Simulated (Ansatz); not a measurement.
Given:

La3InN:
```cif
data_InLa3N
_chemical_formula_sum 'La3 In1 N1'
_space_group_name_H-M_alt 'P 1'
_space_group_IT_number 1
_cell_length_a 5.13907
_cell_length_b 5.13907
_cell_length_c 5.13907
_cell_angle_alpha 90.000
_cell_angle_beta 90.000
_cell_angle_gamma 90.000
loop_
_space_group_symop_operation_xyz
  'x, y, z'
loop_
_atom_site_label
_atom_site_type_symbol
_atom_site_fract_x
_atom_site_fract_y
_atom_site_fract_z
_atom_site_occupancy
La1 La 0.50000 0.50000 0.00000 1
La2 La 0.00000 0.50000 0.50000 1
La3 La 0.50000 0.00000 0.50000 1
In1 In 0.00000 0.00000 0.00000 1
N1 N 0.50000 0.50000 0.50000 1
```

This is the r²SCAN-relaxed structure.

### Question
All from plane-wave PAW r²SCAN (Ansatz code), unless another level is named. Give the electronic character.

### Answer
metallic (no gap).

### Question
Give the formation energy from the elements (no fitted shifts).

### Answer
-1.04 eV/atom.

### Question
What about the density of states at the Fermi level?

### Answer
0.42 states/eV per atom (mean over ±0.08 eV).

Space group Pm-3m (anti-perovskite). The workflow started from a Materials Project entry (that database holds measured and hypothetical structures alike); the Crystallography Open Database files this formula in space group No. 221, but the cells were not matched. Its standing as an ambient phase is unchecked. The cell was relaxed with r²SCAN under the symmetry of its start; its stability against distortions is not shown here. With an odd number of electrons in the cell and no spin polarisation, the count alone makes it a metal. The references are the lowest solids computed at this level, not always the standard phases (solids in place of the gases). Scalar-relativistic: spin–orbit coupling is off unless named, which matters more the heavier the elements.

Potentials: the later of the program's two PAW sets.
